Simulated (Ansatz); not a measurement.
Here is an unrelaxed guess for Ta3BeP4.

```cif
data_structure
_symmetry_space_group_name_H-M 'P-4m2'
_symmetry_Int_Tables_number 115
_cell_length_a 4.0185
_cell_length_b 4.0185
_cell_length_c 11.2644
_cell_angle_alpha 90.000
_cell_angle_beta 90.000
_cell_angle_gamma 90.000
_cell_volume 181.90
loop_
_atom_site_label
_atom_site_type_symbol
_atom_site_symmetry_multiplicity
_atom_site_Wyckoff_symbol
_atom_site_fract_x
_atom_site_fract_y
_atom_site_fract_z
_atom_site_occupancy
Ta1 Ta 2 e 0.00000 0.00000 0.75398 1
Ta2 Ta 1 c 0.50000 0.50000 0.50000 1
Be1 Be 1 b 0.50000 0.50000 0.00000 1
P1 P 2 g 0.00000 0.50000 0.37272 1
P2 P 2 g 0.50000 0.00000 0.11987 1
```

The calculation used DFT PBE, scalar-relativistic, plane waves, PAW (Ansatz 0.2.0). Plane waves to 420 eV, a k mesh through Γ of 4×4×2 on the computed 8-atom cell and Gaussian smearing (0.10 eV); no spin polarisation.

The zero of energy is the elements' standard structures at the same level; no fitted shifts are applied. The references include black phosphorus.

Question: Estimate its pressure, forces and energy as it stands.

Answer: The pressure is -7.6 GPa (the mean over three directions, positive in compression), the largest force is 0.70 eV/Å, and the energy is +0.12 eV/atom against the elements. The shortest distance is 2.42 Å.

Question: Is it a good guess?

Answer: A fair one: relaxing gains about 0.10 eV/atom (the start's value is from the coarse mesh, so the gain is rough) in 14 ionic steps and ends at +0.02 eV/atom on the finer mesh. The symmetry stays P-4m2 (No. 115). The volume per atom shrinks by 10.9 %, from 22.7 to 20.3 Å³. The shortest distance goes from 2.42 Å (Be–P) to 2.22 Å (Be–P). Conventional cell: a = 3.772 Å, c = 11.391 Å. Around Ta on a site of symmetry 2mm lie 4 P at 2.40–2.43 Å; Be has 4 P at 2.22 Å; P on its first site is surrounded by 4 Ta at 2.40–2.42 Å; 2 more sites not described.

The last run used a 10×10×4 mesh (in the run's order of axes) for its 8-atom cell and Gaussian smearing of 0.10 eV. For metals, differences of a few meV/atom aren't resolved. These runs have no spin–orbit coupling, which can matter for Ta. The cell is a metal run without spin; a magnetic state may lie lower. The reference form of P is held partly by dispersion forces, which this level lacks. The relaxation can't lower the symmetry of the start, and the grade says only how near the guess is to its own end. Symmetry constrained the relaxation, so the result can be a saddle point.
